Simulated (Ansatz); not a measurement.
A scan (energy against volume; even scaling of the relaxed cell, symmetry kept) gave these values. Level of theory: r2SCAN (plane waves to 500 eV, PAW, scalar-relativistic; Ansatz, a program for electronic structure).

* **Bulk modulus at fixed cell shape B₀ (third-order Birch-Murnaghan fit)**: 121 GPa
* **Pressure derivative B₀′ (fit)**: 3.8
* **Equilibrium volume of the fit**: 16.06 Å³/atom

Problem. Of these crystals, all scanned alike, which one is it?
(A) TiAl (CuAu type, space group P4/mmm)
(B) GaN (wurtzite)
(C) CdS (wurtzite)

Solution. A, TiAl (CuAu type, space group P4/mmm). The others have, for the bulk modulus at fixed cell shape: CdS 60.2 GPa, GaN 196 GPa

All were relaxed with their symmetry unable to fall. The PAW data are Ansatz's earlier set. TiAl is run without spin polarisation. With the shape held, the modulus is that of even scaling; a crystal free to change shape is softer.

(A scan under strain: stresses follow from slopes of the energy per volume, elastic moduli from its curvatures.)
